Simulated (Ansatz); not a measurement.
Starting cell, HfSiSe (space group P4/nmm):

```yaml
crystal:
  lattice:
    - [3.55189, 0.00000, 0.00000]
    - [0.00000, 3.55189, 0.00000]
    - [0.00000, 0.00000, 16.34844]
  atoms:
    - { symbol: Hf, position: [0.00000, 0.50000, 0.37184] }
    - { symbol: Hf, position: [0.00000, 0.50000, 0.87184] }
    - { symbol: Hf, position: [0.50000, 0.00000, 0.12816] }
    - { symbol: Hf, position: [0.50000, 0.00000, 0.62816] }
    - { symbol: Si, position: [0.00000, 0.00000, 0.00000] }
    - { symbol: Si, position: [0.00000, 0.00000, 0.50000] }
    - { symbol: Si, position: [0.50000, 0.50000, 0.00000] }
    - { symbol: Si, position: [0.50000, 0.50000, 0.50000] }
    - { symbol: Se, position: [0.50000, 0.00000, 0.31029] }
    - { symbol: Se, position: [0.50000, 0.00000, 0.81029] }
    - { symbol: Se, position: [0.00000, 0.50000, 0.18971] }
    - { symbol: Se, position: [0.00000, 0.50000, 0.68971] }
```

The atoms are displaced by Q × the pattern below (from a DFPT mode at Z = (0.0, 0.0, 0.5), largest move 1; Q in Å), at fixed cell. (q is in reciprocal vectors of the primitive cell; the cell shown is doubled to hold the pattern.)

```json
[
 {"atom": "Hf1", "x": "0.000", "y": "0.000", "z": "0.256"},
 {"atom": "Hf2", "x": "0.000", "y": "0.000", "z": "-0.256"},
 {"atom": "Hf3", "x": "0.000", "y": "0.000", "z": "-0.256"},
 {"atom": "Hf4", "x": "0.000", "y": "0.000", "z": "0.256"},
 {"atom": "Si5", "x": "0.000", "y": "0.000", "z": "-0.220"},
 {"atom": "Si6", "x": "0.000", "y": "0.000", "z": "0.220"},
 {"atom": "Si7", "x": "0.000", "y": "0.000", "z": "-0.220"},
 {"atom": "Si8", "x": "0.000", "y": "0.000", "z": "0.220"},
 {"atom": "Se9", "x": "0.000", "y": "0.000", "z": "-1.000"},
 {"atom": "Se10", "x": "0.000", "y": "0.000", "z": "1.000"},
 {"atom": "Se11", "x": "0.000", "y": "0.000", "z": "1.000"},
 {"atom": "Se12", "x": "0.000", "y": "0.000", "z": "-1.000"}
]
```

Calculation: LDA (plane waves to 420 eV, PAW, scalar-relativistic; Ansatz, a program for electronic structure). k mesh 13×13×3 (Γ-centred), Fermi-Dirac smearing 0.05 eV. The energy includes the smearing's −TS. Compression counts positive. With partly filled bands, energies and forces of such displacements shift with the k mesh and the smearing. HfSiSe is run without spin polarisation. HfSiSe was relaxed with its symmetry unable to fall. Spin-orbit coupling is left out, though Hf is heavy. The zero of ΔE is the undisplaced structure.

**Question.** Give the computed ΔE (meV/cell) and P (GPa) at Q (Å) = -0.150, 0.090, 0.120, 0.150, 0.180.

**Answer.** 
| Q (Å) | ΔE (meV/cell) | P (GPa) |
|---|---|---|
| -0.150 | 538 | 0.5 |
| 0.090 | 195 | 0.2 |
| 0.120 | 345 | 0.3 |
| 0.150 | 538 | 0.5 |
| 0.180 | 773 | 0.7 |

(A displaced cell: forces are minus the slopes of the energy, force constants its curvatures, and phonons follow from these.)
